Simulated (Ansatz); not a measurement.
BeS:
Space group F-43m (No. 216); a = 4.869 Å, b = 4.869 Å, c = 4.869 Å, α = 90.00°, β = 90.00°, γ = 90.00°

```tsv
atom	site	symmetry	x	y	z
S	4c	-43m	0.2500	0.2500	0.2500
Be	4a	-43m	0.0000	0.0000	0.0000
```
(The calculation used a cell of 2 atoms; values per cell refer to that cell.)

Relaxed with r²SCAN.

### Question
Tabulate the valence density and the electron localisation function along the shortest S–Be contact (2.11 Å), plane-wave PAW r²SCAN (Ansatz code).

### Answer


```
distance from S (Å)  density (e/Å³)   ELF
-------------------  --------------  ----
0.21                           0.34  0.04
0.32                           0.72  0.23
0.42                           1.05  0.55
0.53                           1.25  0.78
0.63                           1.28  0.88
0.74                           1.18  0.92
0.84                           1.01  0.93
0.95                           0.83  0.94
1.05                           0.68  0.94
1.16                           0.55  0.93
1.26                           0.46  0.91
1.37                           0.39  0.86
1.48                           0.33  0.72
1.58                           0.26  0.41
1.69                           0.20  0.12
1.79                           0.14  0.01
1.90                           0.09  0.00
```

The density is the valence pseudo-density with augmentation charge, so density and ELF within about 1 Å of a nucleus are not all-electron values.

The r²SCAN relaxation kept the symmetry of its start.

Potentials: the later of the program's two PAW sets.
